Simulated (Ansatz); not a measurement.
Input:

Relaxed PbSe (rock salt):

```
PbSe
1.0
    0.00000     3.08901     3.08901
    3.08901     0.00000     3.08901
    3.08901     3.08901     0.00000
Se Pb
1 1
Direct
  0.00000   0.00000   0.00000
  0.50000   0.50000   0.50000
```

In this cell atom 2 (Pb, nearest neighbour Se at 3.089 Å; its periodic images, 4.4 Å or more away, move with it) is moved by s along Cartesian [110], unit vector (0.707, 0.707, 0.000); all other atoms and the cell stay fixed.

The numbers are results of r2SCAN (plane waves to 500 eV, PAW, scalar-relativistic; Ansatz, a quantum-chemistry and plane-wave program), not measurements. k mesh 8×8×8 (Γ-centred), Fermi-Dirac smearing 0.05 eV. E stands for the smeared free energy. PbSe was relaxed with its symmetry unable to fall. Spin-orbit coupling is left out, though Pb is heavy. ΔE is measured from the undisplaced structure.

The scan covers s from -0.620 to 0.620 Å in 11 points.

Problem. Is the energy the same for equal positive and negative displacements?

Solution. Even: the same for both signs. With its periodic images moving along, the atom's site symmetry in this cell is m-3m.

Problem. What is the energy change at s = 0.620 Å?

Solution. 308 meV/cell.

Problem. What force acts on the atom along the line at s = -0.620 Å?

Solution. 1.62 eV/Å.

(A displaced cell: forces are minus the slopes of the energy, force constants its curvatures, and phonons follow from these.)
